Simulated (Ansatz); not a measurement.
Relaxed GaIr (CsCl type):

```
CELL_PARAMETERS angstrom
      5.99681     0.00000     0.00000
      2.99840     2.99840     0.00000
      0.00000     0.00000     2.99840
ATOMIC_POSITIONS crystal
  Ga 0.00000 0.00000 0.00000
  Ga 0.50000 0.00000 0.00000
  Ir 0.00000 0.50000 0.50000
  Ir 0.50000 0.50000 0.50000
```

The atoms are displaced by Q × the pattern below (from a DFPT mode at M = (0.5, 0.5, 0.0), largest move 1; Q in Å), at fixed cell. It is one choice among 2 degenerate patterns. (q is in reciprocal vectors of the primitive cell; the cell shown is doubled to hold the pattern.)

```csv
atom,x,y,z
Ga1,1.000,0.000,0.000
Ga2,-1.000,0.000,0.000
Ir3,0.000,0.859,0.000
Ir4,0.000,-0.859,0.000
```

Method: LDA (plane waves to 420 eV, PAW, scalar-relativistic; Ansatz, a program for electronic structure). k mesh 15×15×15 (Γ-centred), Fermi-Dirac smearing 0.05 eV. The energy includes the smearing's −TS. With partly filled bands, energies and forces of such displacements shift with the k mesh and the smearing. GaIr is run without spin polarisation. GaIr was relaxed with its symmetry unable to fall. Spin-orbit coupling is left out, though Ir is heavy. ΔE is measured from the undisplaced structure.

```tsv
Q (Å)	ΔE (eV/cell)
-0.100	0.089
-0.067	0.040
-0.033	0.010
0.000	0.000
0.033	0.010
0.067	0.040
0.100	0.089
```

Question: Which DFPT wavenumber at M = (0.5, 0.5, 0.0) belongs to this mode?
(A) 108 cm⁻¹
(B) 233 cm⁻¹
(C) 152 cm⁻¹

Answer: A, 108 cm⁻¹. The curvature of the scan gives 109 cm⁻¹

(For displaced atoms, the force is minus the slope of the energy, and its curvature is a force constant, which sets phonon frequencies.)
